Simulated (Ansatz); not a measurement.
Values for one crystal, relaxed and computed with r²SCAN in the plane-wave PAW code Ansatz; other levels are named.

- Volume per atom = 10.18 Å³
- Band gap = 1.54 eV (indirect)
- Smallest direct gap on the standard path = 1.57 eV
- Valence-band maximum = at Γ
- Conduction-band minimum = on the Γ–X line, 43 % of the way from Γ (k = 0.214, -0.214, 0.214) (2 equivalent valleys)
- Formation energy from the elements (no fitted shifts) = -0.043 eV/atom

Which compound is it?
A. BiB, zinc blende
B. SiB3, Imma (Pearson symbol oI64)
C. Si2Mo, P6_222 (Si on 6j, Mo on 3d)
D. Si3N4, I-43d (N on 16c, Si on 12b)

B, SiB3, Imma (Pearson symbol oI64)

The workflow started from a Materials Project entry (that database holds measured and hypothetical structures alike); the Crystallography Open Database copy checked does not list it. Whether it is the stable phase at ambient conditions was not checked. The r²SCAN relaxation kept the symmetry of its start; its stability against distortions is not shown here. The references are the lowest solids computed at this level, not always the standard phases.

Potentials: the later of the program's two PAW sets.
